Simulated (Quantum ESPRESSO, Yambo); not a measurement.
For SiO$_{2}$ (space group Imma, No. 74), Yambo gives the independent-particle static dielectric constant along x as 2.05 on PBEsol bands and 1.86 after a scissor of 2.98 eV widens every gap (4×4×4 mesh, 162 bands, 3 Ry local-field block, 0.2 eV broadening). Axes are Cartesian, with cell vectors (Å) (-2.62, 4.78, 4.44), (2.62, -4.78, 4.44), (2.62, 4.78, -4.44).

Question: A scissor keeps the position matrix elements. In a one-oscillator model, how does ε − 1 scale, and what mean transition energy do the two values imply?

Answer: Each transition adds |r|²/E to ε − 1, so ε − 1 ∝ 1/(E0 + Δ). Then (1.86 − 1)/(2.05 − 1) = E0/(E0 + Δ) = 0.819, and E0 = Δ(ε' − 1)/(ε − ε') = 13.5 eV. The computed Im ε, weighted by 1/E up to 20 eV, has its mean at 12.6 eV; the smallest direct PBEsol gap is 5.60 eV. The scissor comes from a G0W0 run whose convergence isn't established. Convergence of the RPA response with its 4×4×4 mesh was not tested.

Bands from Quantum ESPRESSO.

Geometry of the Materials Project entry, not relaxed at this level; primitive cell a = b = c = 7.030 Å, α = 136.18°, β = 94.40°, γ = 101.64°.

This is not the ordinary phase of the substance; no match was found in the copy of COD used, and its stability was not checked.
